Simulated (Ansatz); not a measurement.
With the program Ansatz at the PBE+D3(BJ) level (PAW), Sn in the simple hexagonal structure (P6/mmm) relaxes to a = 3.221 Å, c = 3.028 Å.

Electronic character: metallic (no gap).

The start of the workflow was typed in or built on a structure type; neither database checked (COD, Materials Project) lists it. It is not the phase usual at ambient conditions (space group No. 141). Symmetry was held in the PBE+D3(BJ) relaxation; its stability against distortions is not shown here. The pairwise dispersion correction was not fitted to metals. Axis ratios of metals converge slowly with the k-mesh, so a and c are less sure than the volume. Spin–orbit coupling is left out wherever it is not named.

Potentials: the later of the program's two PAW sets.
